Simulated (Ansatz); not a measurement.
MgInCu4:
```
CELL_PARAMETERS angstrom
      0.00000     3.49193     3.49193
      3.49193     0.00000     3.49193
      3.49193     3.49193     0.00000
ATOMIC_POSITIONS crystal
  Cu 0.37475 0.37475 0.87576
  Cu 0.37475 0.87576 0.37475
  Cu 0.87576 0.37475 0.37475
  Cu 0.37475 0.37475 0.37475
  Mg 0.00000 0.00000 0.00000
  In 0.75000 0.75000 0.75000
```

Relaxed with r²SCAN.

**Question.** Map the electron localisation function on the plane through (0.876, 0.375, 0.375) spanned by u = [1, 0, 0] and v = [-1, 1, 1] in lattice vectors, from DFT-r²SCAN in the program Ansatz with PAW potentials.

**Answer.** x is the fraction of u, y of v (the angle between them is 90°; rows are the nearest grid lines); atoms in the plane: Cu at (0.00, 0.00), Cu at (0.50, 0.00), Mg at (0.75, 0.63), In at (0.25, 0.38).
```
|@@+:..::.:-#@@#-:.::..:+@@|
|+=-:.:-:..:-++-::.:::.:-=+|
|:::..:--:..:::::..:::..:::|
|..::-===--::...::----:::..|
|::----------:::--------:::|
|===---::---===-:.    .:-==|
|==---::::--===:.       :-=|
|-----:::-----:  :====-. .-|
|:------------. .==-:-=:  :|
|:------------. .==::-=:  :|
|:------------.  -=====.  :|
|--:::::::::---:    .   .--|
|-:::::::::::---:.     .:--|
|::::.    .:::------------:|
|:::.     .::::-----------:|
|:::.     .:::------------:|
|::::.    ::::----::::----:|
|-:::::::::::-----:::::----|
|--:::::::::-------:::-----|
|::::-----::::::---------::|
|...::---::.....:--===-::..|
|:::..:-:..:::::..:--:..:::|
|+=-:..::..:-++-:..:-:.:-=+|
|@@+:..::.:-#@@#-:.::..:+@@|
```
Scale: ten equal steps from 0.000 (start of ' ') to 0.932 (end of '@'), in the order ' .:-=+*#%@'; x runs from 0.000 to 1.00, y from 0.000 (bottom) to 1.00 (top).

The density is the valence pseudo-density with augmentation charge, so density and ELF within about 1 Å of a nucleus are not all-electron values.

Space group F-43m. The workflow started from an entry of the Crystallography Open Database (COD). Whether it is the stable phase at ambient conditions was not checked. The r²SCAN relaxation kept the symmetry of its start; whether a distortion lowers the energy is not shown. No spin polarisation was allowed.

Potentials: the later of the program's two PAW sets.
